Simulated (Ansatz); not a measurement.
Data:

N:
```
N
1.0
    5.66128     0.00000     0.00000
    0.00000     5.66128     0.00000
    0.00000     0.00000     5.66128
N
8
Cartesian
  0.31798   0.31798   0.31798
  5.34330   5.34330   5.34330
  2.51266   5.34330   3.14862
  3.14862   0.31798   2.51266
  3.14862   2.51266   5.34330
  2.51266   3.14862   0.31798
  5.34330   3.14862   2.51266
  0.31798   2.51266   3.14862
```

This is the PBE+D3(BJ)-relaxed structure.

Task: All from PBE+D3(BJ) (plane waves, PAW; program Ansatz), unless another level is named. Give the band gap.

Result: 7.41 eV (smallest direct gap 7.43 eV).

Task: What about the valence-band maximum?

Result: at X.

Task: What about the conduction-band minimum?

Result: at Γ.

Space group Pa-3 (α-N2). The cell was relaxed with PBE+D3(BJ) under the symmetry of its start. The substance is a gas or liquid at ambient conditions; this is its low-temperature solid.

Potentials: the later of the program's two PAW sets.
